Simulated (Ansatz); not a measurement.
Relaxation of a randomly generated symmetric cell of SnO2 (space group No. 123); 3 atoms in the cell, which starts as P4/mmm (No. 123), tP3; a = 2.562 Å, b = 2.562 Å, c = 5.847 Å, α = 90.00°, β = 90.00°, γ = 90.00°. Computed with PBE (plane waves to 420 eV, PAW, scalar-relativistic; Ansatz, a program for electronic structure). Γ-centred k-mesh 9×9×4 on the run's cell (coarser than for final values), Fermi–Dirac smearing 0.05 eV. This is the first round of the run. 

The optimiser's lines from the output (shortened; P is positive under compression):

```
relax step   1: F+E_penalty+E_count = -7150.03208251 eV  Δ(F+E_penalty+E_count) = +0.000e0 eV  max|allowed force component| = 5.257e-30 eV/Å  Δτ_max = 0.0000 Å  P = +30.043 GPa  Ω = 38.382 Å³  (9 SCF iters, dr2 threshold 1.00e-7 eV, accepted)
relax step   2: F+E_penalty+E_count = -7150.85957469 eV  Δ(F+E_penalty+E_count) = -8.275e-1 eV  max|allowed force component| = 9.201e-30 eV/Å  Δτ_max = 0.0000 Å  P = +10.439 GPa  Ω = 41.642 Å³  (6 SCF iters, dr2 threshold 3.00e-7 eV, accepted)
relax step   3: F+E_penalty+E_count = -7151.37355761 eV  Δ(F+E_penalty+E_count) = -5.140e-1 eV  max|allowed force component| = 9.992e-30 eV/Å  Δτ_max = 0.0000 Å  P = +2.971 GPa  Ω = 42.076 Å³  (7 SCF iters, dr2 threshold 3.00e-7 eV, accepted)
relax step   4: F+E_penalty+E_count = -7151.78673302 eV  Δ(F+E_penalty+E_count) = -4.132e-1 eV  max|allowed force component| = 4.207e-30 eV/Å  Δτ_max = 0.0000 Å  P = -0.416 GPa  Ω = 41.509 Å³  (6 SCF iters, dr2 threshold 3.00e-7 eV, accepted)
relax step   5: F+E_penalty+E_count = -7152.14557654 eV  Δ(F+E_penalty+E_count) = -3.588e-1 eV  max|allowed force component| = 1.727e-28 eV/Å  Δτ_max = 0.0000 Å  P = -0.720 GPa  Ω = 40.339 Å³  (6 SCF iters, dr2 threshold 3.00e-7 eV, accepted)
relax step   6: F+E_penalty+E_count = -7152.42058140 eV  Δ(F+E_penalty+E_count) = -2.750e-1 eV  max|allowed force component| = 1.262e-29 eV/Å  Δτ_max = 0.0000 Å  P = +0.886 GPa  Ω = 39.016 Å³  (6 SCF iters, dr2 threshold 3.00e-7 eV, accepted)
relax step   7: F+E_penalty+E_count = -7152.69026044 eV  Δ(F+E_penalty+E_count) = -2.697e-1 eV  max|allowed force component| = 2.761e-30 eV/Å  Δτ_max = 0.0000 Å  P = -1.608 GPa  Ω = 39.402 Å³  (7 SCF iters, dr2 threshold 3.00e-7 eV, accepted)
relax step   8: F+E_penalty+E_count = -7152.88433550 eV  Δ(F+E_penalty+E_count) = -1.941e-1 eV  max|allowed force component| = 1.118e-30 eV/Å  Δτ_max = 0.0000 Å  P = +0.966 GPa  Ω = 38.368 Å³  (6 SCF iters, dr2 threshold 3.00e-7 eV, accepted)
relax step   9: F+E_penalty+E_count = -7153.14166299 eV  Δ(F+E_penalty+E_count) = -2.573e-1 eV  max|allowed force component| = 2.827e-30 eV/Å  Δτ_max = 0.0000 Å  P = +1.381 GPa  Ω = 37.468 Å³  (6 SCF iters, dr2 threshold 3.00e-7 eV, accepted)
relax step  10: F+E_penalty+E_count = -7153.55636523 eV  Δ(F+E_penalty+E_count) = -4.147e-1 eV  max|allowed force component| = 1.288e-29 eV/Å  Δτ_max = 0.0000 Å  P = -1.068 GPa  Ω = 36.012 Å³  (6 SCF iters, dr2 threshold 3.00e-7 eV, accepted)
relax step  11: F+E_penalty+E_count = -7154.33867923 eV  Δ(F+E_penalty+E_count) = -7.823e-1 eV  max|allowed force component| = 2.630e-30 eV/Å  Δτ_max = 0.0000 Å  P = -7.887 GPa  Ω = 34.569 Å³  (6 SCF iters, dr2 threshold 3.00e-7 eV, accepted)
relax step  12: F+E_penalty+E_count = -7154.84012149 eV  Δ(F+E_penalty+E_count) = -5.014e-1 eV  max|allowed force component| = 9.420e-29 eV/Å  Δτ_max = 0.0000 Å  P = -5.507 GPa  Ω = 32.496 Å³  (6 SCF iters, dr2 threshold 3.00e-7 eV, accepted)
relax step  13: F+E_penalty+E_count = -7154.82634402 eV  Δ(F+E_penalty+E_count) = +1.378e-2 eV  max|allowed force component| = 2.630e-30 eV/Å  Δτ_max = 0.0000 Å  P = +10.423 GPa  Ω = 30.797 Å³  (6 SCF iters, dr2 threshold 3.00e-7 eV, rejected (line search))
relax step  14: F+E_penalty+E_count = -7154.85462642 eV  Δ(F+E_penalty+E_count) = -1.450e-2 eV  max|allowed force component| = 2.630e-30 eV/Å  Δτ_max = 0.0000 Å  P = -0.584 GPa  Ω = 31.855 Å³  (7 SCF iters, accepted)
relax step  15: F+E_penalty+E_count = -7154.85479932 eV  Δ(F+E_penalty+E_count) = -1.729e-4 eV  max|allowed force component| = 7.231e-29 eV/Å  Δτ_max = 0.0000 Å  P = +0.193 GPa  Ω = 31.802 Å³  (3 SCF iters, dr2 threshold 3.00e-7 eV, accepted)
relax step  16: F+E_penalty+E_count = -7154.85484404 eV  Δ(F+E_penalty+E_count) = -4.472e-5 eV  max|allowed force component| = 2.367e-30 eV/Å  Δτ_max = 0.0000 Å  P = -0.004 GPa  Ω = 31.810 Å³  (2 SCF iters, dr2 threshold 3.00e-7 eV, accepted)
relax step  17: F+E_penalty+E_count = -7155.85411332 eV  Δ(F+E_penalty+E_count) = -9.993e-1 eV  max|allowed force component| = 1.183e-30 eV/Å  Δτ_max = 0.0000 Å  P = +24.910 GPa  Ω = 31.810 Å³  stress off target by 3.72e1 GPa  SCF on the basis re-selected at this cell (its energy is not comparable with the rows above)  (8 SCF iters)
relax step  18: F+E_penalty+E_count = -7156.19491998 eV  Δ(F+E_penalty+E_count) = -3.408e-1 eV  max|allowed force component| = 1.315e-30 eV/Å  Δτ_max = 0.0000 Å  P = +10.403 GPa  Ω = 33.812 Å³  (5 SCF iters, dr2 threshold 3.00e-7 eV, accepted)
relax step  19: F+E_penalty+E_count = -7156.26930868 eV  Δ(F+E_penalty+E_count) = -7.439e-2 eV  max|allowed force component| = 8.415e-30 eV/Å  Δτ_max = 0.0000 Å  P = -1.619 GPa  Ω = 36.253 Å³  (6 SCF iters, dr2 threshold 3.00e-7 eV, accepted)
relax step  20: F+E_penalty+E_count = -7156.27814336 eV  Δ(F+E_penalty+E_count) = -8.835e-3 eV  max|allowed force component| = 9.466e-30 eV/Å  Δτ_max = 0.0000 Å  P = -0.448 GPa  Ω = 35.955 Å³  (4 SCF iters, dr2 threshold 3.00e-7 eV, accepted)
relax step  21: F+E_penalty+E_count = -7156.27852032 eV  Δ(F+E_penalty+E_count) = -3.770e-4 eV  max|allowed force component| = 5.128e-30 eV/Å  Δτ_max = 0.0000 Å  P = +0.013 GPa  Ω = 35.849 Å³  (4 SCF iters, dr2 threshold 3.00e-7 eV, accepted)
relax step  22: F+E_penalty+E_count = -7156.27851498 eV  Δ(F+E_penalty+E_count) = +5.338e-6 eV  max|allowed force component| = 5.259e-31 eV/Å  Δτ_max = 0.0000 Å  P = +0.002 GPa  Ω = 35.852 Å³  (3 SCF iters, dr2 threshold 4.97e-9 eV, accepted)
relax step  23: F+E_penalty+E_count = -7156.30476998 eV  Δ(F+E_penalty+E_count) = -2.625e-2 eV  max|allowed force component| = 2.104e-30 eV/Å  Δτ_max = 0.0000 Å  P = +1.170 GPa  Ω = 35.852 Å³  stress off target by 1.48e0 GPa  SCF on the basis re-selected at this cell (its energy is not comparable with the rows above)  (7 SCF iters)
relax step  24: F+E_penalty+E_count = -7156.30529414 eV  Δ(F+E_penalty+E_count) = -5.242e-4 eV  max|allowed force component| = 1.762e-29 eV/Å  Δτ_max = 0.0000 Å  P = +0.072 GPa  Ω = 36.134 Å³  (5 SCF iters, dr2 threshold 3.00e-7 eV, accepted)
relax step  25: F+E_penalty+E_count = -7156.30525159 eV  Δ(F+E_penalty+E_count) = +4.254e-5 eV  max|allowed force component| = 1.052e-30 eV/Å  Δτ_max = 0.0000 Å  P = +0.004 GPa  Ω = 36.152 Å³  (3 SCF iters, dr2 threshold 2.50e-8 eV, accepted)
relax step  26: F+E_penalty+E_count = -7156.30602828 eV  Δ(F+E_penalty+E_count) = -7.767e-4 eV  max|allowed force component| = 1.315e-30 eV/Å  Δτ_max = 0.0000 Å  P = +0.012 GPa  Ω = 36.152 Å³  stress off target by 1.95e-2 GPa  SCF on the basis re-selected at this cell (its energy is not comparable with the rows above)  (5 SCF iters)
```

From the first to the last row the energy changes by -2.09 eV/atom and the volume by -5.8 %. The last row is marked as not comparable with the walk above it, whose basis was carried along; it does compare with step 1, since both stand on a basis selected at the nominal cutoff for their own cell.

Energy and pressure jump between steps 16 and 17 at one geometry, where the plane-wave basis was selected anew. While the cell walks, the set of plane waves is carried along, so its effective cutoff drifts with the strain; re-selecting it at 420 eV moved the energy by -0.333 eV/atom and the pressure by 24.9 GPa. Only step 1 and rows on a re-selected basis compare with each other.

Step 13 was rejected by the optimiser.

Later rounds, restarted from the end of this one on a renewed k-mesh, logged 9 more steps and released under 0.01 eV/atom more. The final structure after all rounds: P4/mmm (No. 123), tP3; a = b = 3.5615 Å, c = 2.8534 Å, α = β = γ = 90.00°. Between re-selections the logged energies stand on a plane-wave basis carried along with the cell. No spin polarisation in the result.

The run could not lower the symmetry of its start; a shaken copy of this end point relaxes with PBE to C2/m (No. 12) at a tolerance of 0.01 Å, P-3m1 (No. 164) at 0.1 Å, 0.77 eV/atom lower.

The relaxed structure here is a generated cell of SnO2: the first start was made by a random draw of sites in a space group, and the end was not matched to a known phase here, so it may be hypothetical. Known forms of SnO2 include space group No. 136.
